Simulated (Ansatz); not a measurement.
A relaxed cell of TiOs₃ is given with its symmetry left out. The cell was found from a structure generator's guess, not taken from experiment.

These are results of Ansatz 0.2.0, DFT PBE, scalar-relativistic, plane waves, PAW, not measurements. Cutoff 420 eV, Γ-centred mesh, Gaussian smearing, collinear spin.

```yaml
crystal:
  lattice:
    - [0.00000, 3.09352, 3.09352]
    - [3.09352, 0.00000, 3.09352]
    - [3.09352, 3.09352, 0.00000]
  atoms:
    - { symbol: Ti, position: [0.50000, 0.50000, 0.50000] }
    - { symbol: Os, position: [0.25000, 0.25000, 0.25000] }
    - { symbol: Os, position: [0.75000, 0.75000, 0.75000] }
    - { symbol: Os, position: [0.00000, 0.00000, 0.00000] }
```

Formation energies are uncorrected and refer to the elements' standard structures at the same level.

Question: What space group does it have?

Answer: Fm-3m (No. 225), the BiF3 (D0_3) type. Conventional cell: a = 6.187 Å. Ti is surrounded by 8 Os at 2.68 Å and 6 Os at 3.09 Å; Os on a site of symmetry -43m has 4 Os at 2.68 Å, 4 Ti at 2.68 Å and 6 Os at 3.09 Å; Os on a site of symmetry m-3m is surrounded by 8 Os at 2.68 Å and 6 Ti at 3.09 Å.

Question: How far does it lie from the elements in energy?

Answer: +0.19 eV/atom. A positive value: parting into the elements would lower its energy.

Question: Is it a metal?

Answer: Yes, bands cross the Fermi level on the 14×14×14 mesh.

Question: Which magnetic moments does it keep?

Answer: 0.00 μB per atom net, the space between the atoms included; by site: all under 0.1 μB.

The last run used collinear spin, a 14×14×14 mesh for its 4-atom cell and Gaussian smearing of 0.10 eV. Spin–orbit coupling, which can matter for Os, is left out. Symmetry constrained the relaxation, so the result can be a saddle point.
